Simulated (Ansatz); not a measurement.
TiAl (Pm-3m), stationary points along a deformation path

Method: Ansatz, DFT r2SCAN, scalar-relativistic, plane waves, PAW. The runs took a 500 eV cutoff, a Γ-centred 22×22×22 mesh and Gaussian smearing (0.15 eV). No spin polarisation. Energies are free energies at this smearing, counted from the undisturbed cell; pressure is positive in compression.

Reference structure (relaxed at this level; with this scan's settings it stands at 0.1 GPa; it needn't be the usual structure):

```
CELL_PARAMETERS angstrom
3.17135 0.00000 0.00000
0.00000 3.17135 0.00000
0.00000 0.00000 3.17135
ATOMIC_POSITIONS crystal
Ti 0.00000 0.00000 0.00000
Al 0.50000 0.50000 0.50000
```

At fixed volume and fractional coordinates, lengths along (0.000, 0.000, 1.000) are scaled against those across it; ρ is that ratio over its starting value. V = 15.948 Å³/atom. Δσ is the stress along the axis less the mean stress across it (compression positive).

```
    ρ  ΔE (meV/atom)  Δσ (GPa) space group
0.650          294.6     35.75       P4/mmm
0.707          134.7     23.32       P4/mmm
0.780           29.0      9.41       P4/mmm
0.850            0.2      1.88       P4/mmm
0.920           -2.6     -0.42       P4/mmm
0.960           -1.0     -0.60       P4/mmm
1.000            0.0      0.00        Pm-3m
1.100          -17.9      6.12       P4/mmm
1.200          -65.2      9.38       P4/mmm
1.300         -110.4      6.97       P4/mmm
1.414         -136.6      1.99       P4/mmm
1.500         -133.2     -3.91       P4/mmm
```

Q: How does the stress give the slope of the energy, and where is the energy stationary?

A: Along the path d ln(length) is 2/3 d ln ρ on the axis and −1/3 d ln ρ across it, so dE/d ln ρ = −(2/3) V Δσ: the energy falls with ρ where Δσ is positive. Δσ vanishes or changes sign between ρ = 0.850 and 0.920, a minimum (near 0.91 by linear interpolation); at ρ = 1.000 (Pm-3m), a maximum at 0.0 meV/atom; between ρ = 1.414 and 1.500, a minimum (near 1.44 by linear interpolation). Pairs of stationary points between two samples would go unseen, and could change a minimum read from distant neighbours into a maximum. At ρ = 1.000 the cell is cubic, where symmetry alone makes the stress isotropic and the slope zero.

Q: Which shear constant sets the curvature at ρ = 1?

A: For a cubic crystal E/V = (2/3) C (ln ρ)² with C = C′ = (C11 − C12)/2, so Δσ = −2C ln ρ. The parabola of Δσ against ln ρ through ρ = 0.960, 1 and 1.100 gives C ≈ -14.8 GPa with the ions clamped, rough because the steps are large. It is negative, so the cubic cell is unstable to this shear.

Q: Integrate that slope from ρ = 1 to 0.850 by the trapezoid rule.

A: With V/N in Å³ and 1 eV/Å³ = 160.2 GPa the slopes at ρ = 1.000, 0.960, 0.920, 0.850 are 0, 40, 28, -125 meV/atom per unit of ln ρ. The steps add (-0.8) + (-1.4) + 3.8 = 1.6 meV/atom, against 0.2 from the energies; the trapezoid rule misses the curvature of the slope within each step.

Q: Is the start the lowest point of the path?

A: No: ρ = 1.414 lies 136.6 meV/atom lower, with no sampled rise above the start on the way. Volume and inner coordinates are held, so a relaxed structure there would lie lower still.

In a metal these slopes depend on the k mesh and the smearing.

Cost: 12 runs of about 5.6 core-minutes in all, on Intel Xeon Platinum 8488C (Sapphire Rapids) (shared hosts).